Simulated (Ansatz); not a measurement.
**InAg from its elements: all-electron against pseudopotential results**

```
CELL_PARAMETERS angstrom
3.42442 0.00000 0.00000
0.00000 3.42442 0.00000
0.00000 0.00000 3.42442
ATOMIC_POSITIONS crystal
In 0.50000 0.50000 0.50000
Ag 0.00000 0.00000 0.00000
```

The cell comes from a relaxation on PAW files under the same functional, begun from a database entry that needn't be the ground state.

Computed with Ansatz 0.2.0; functional PBEsol, scalar-relativistic. Settings: a Γ-centred 12×12×12 k mesh, Fermi–Dirac smearing of 0.05 eV, no spin polarisation. Methods: LAPW: all electrons, basis error target 0.5 meV/atom; PAW: frozen-core files, cutoff 420 eV; crystal datasets: all electrons, by PAW datasets that the program makes for each cell.

The elements are taken as Ag fcc, In bct, each relaxed on PAW files under the same functional and computed by the same method as the compound; zero-point and thermal terms are left out.

The PAW files were made under PBE.

Task: Give the formation energy by each method, with the residual pressure at this cell and the LAPW gap.

Result: 

```csv
method,ΔE(formation) (eV/atom),P at this cell (GPa),gap (eV)
LAPW,0.032,0.01,0.00
PAW,0.031,0.00,–
crystal datasets,0.032,0.01,–
```

Task: Give the LAPW value for one formula unit in kJ/mol.

Result: 0.032 eV/atom × 2 atoms × 96.485 kJ/(mol·eV) = 6.2 kJ/mol, at zero temperature and without zero-point motion.
